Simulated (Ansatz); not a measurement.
## LaBi$_{2}$Au: reading a single point

```yaml
crystal:
  lattice:
    - [4.64353, 0.00000, 0.00000]
    - [0.00000, 4.64353, 0.00000]
    - [0.00000, 0.00000, 9.98013]
  atoms:
    - { symbol: Bi, position: [0.25000, 0.25000, 0.81800] }
    - { symbol: Bi, position: [0.75000, 0.75000, 0.18200] }
    - { symbol: La, position: [0.75000, 0.75000, 0.76220] }
    - { symbol: La, position: [0.25000, 0.25000, 0.23780] }
    - { symbol: Bi, position: [0.75000, 0.25000, 0.50000] }
    - { symbol: Bi, position: [0.25000, 0.75000, 0.50000] }
    - { symbol: Au, position: [0.75000, 0.25000, 0.00000] }
    - { symbol: Au, position: [0.25000, 0.75000, 0.00000] }
```

Level: r2SCAN, no spin polarisation; 500 eV; 7×7×4 Γ-centred mesh; fermi-dirac occupations (width 0.1 eV); Ansatz 0.2.0, fixed geometry.

Question: Is the cell too large or too small?

Answer: The pressure is 3.4 GPa (compression positive), so with the atoms held at these fractions the cell would first expand.

Question: Give the Bader charges.

Answer: Bader charges in e: La +1.48, Bi -0.54 to -0.23, Au -0.72. In the mean La gives up most and Au takes most.

Question: Where is the largest force?

Answer: The largest is on Bi1 (and as large on other atoms): 0.09 eV/Å, components (0.00, 0.00, -0.09). It makes 128° with the line to a nearest neighbour, Au7 at 2.95 Å.

Question: Metal or insulator?

Answer: It is a metal, with about 2.1 states/eV a cell as the mean within 0.25 eV of the Fermi level, mostly Bi p (55 %) and La d (19 %).

Origin: a database entry at a rescaled volume. Caveats: f levels without a U or exact exchange are poorly placed.
